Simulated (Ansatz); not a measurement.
All-electron card of Bi₂Pd

```yaml
crystal:
  lattice:
    - [-1.68100, 1.68100, 6.49150]
    - [1.68100, -1.68100, 6.49150]
    - [1.68100, 1.68100, -6.49150]
  atoms:
    - { symbol: Bi, position: [0.36300, 0.36300, 0.00000] }
    - { symbol: Bi, position: [0.63700, 0.63700, 0.00000] }
    - { symbol: Pd, position: [0.00000, 0.00000, 0.00000] }
```

Atoms are numbered in the order listed.

The conventional cell has a = 3.362 Å, b = 3.362 Å, c = 12.983 Å, α = 90.00°, β = 90.00°, γ = 90.00°. Bi (atom 1) is surrounded by 4 Pd at 2.97 Å and 4 Bi at 3.36 Å. Pd (atom 3) has 8 Bi at 2.97 Å and 4 Pd at 3.36 Å as nearest neighbours.

The cell is COD entry 9012857, as deposited and not checked against the literature; nothing was relaxed.

Spin polarisation is left out, and whether a magnetic state lies lower isn't shown here.

Spin–orbit coupling is left out, though it moves levels of the heavy atoms by tenths of an eV or more.

Levels of theory: DFT, PBEsol, all-electron LAPW, scalar-relativistic (Ansatz 0.2.0); DFT, PBEsol, PAW with Ansatz's default frozen-core files, scalar-relativistic (Ansatz 0.2.0).

For LAPW: a Γ-centred 15×15×15 k mesh, Fermi–Dirac smearing of 0.08 eV, basis error target 1 meV/atom, no spin polarisation. PAW takes a cutoff of 420 eV at this cell (files made with PBE, cores remade for this functional). The Ansatz runs share mesh, smearing and spin set-up. Values come from LAPW unless marked.

```
Bader charges (from the PAW run)                                                                                       : Bi1 +0.24, Pd3 -0.48 e
Pressure at this cell                                                                                                  : -1.23 GPa
Density of states at the Fermi level (0.2 eV bin)                                                                      : 1.29 states/eV per cell
Löwdin charges (with 0.22 e of the cell spilling out of the atomic basis, so their sizes and signs hang on that basis) : Bi1 -0.21, Pd3 0.64 e
Volume per atom                                                                                                        : 165.1 bohr³
```

Predict this quantity. Largest force.

0.00240 Ha/bohr on Bi1.

Predict this quantity. Band gap.

none: bands cross the Fermi level, a metal.

Give the computed value. Stress xx, yy, zz (compression positive).

-1.08, -1.08, -1.52 GPa.
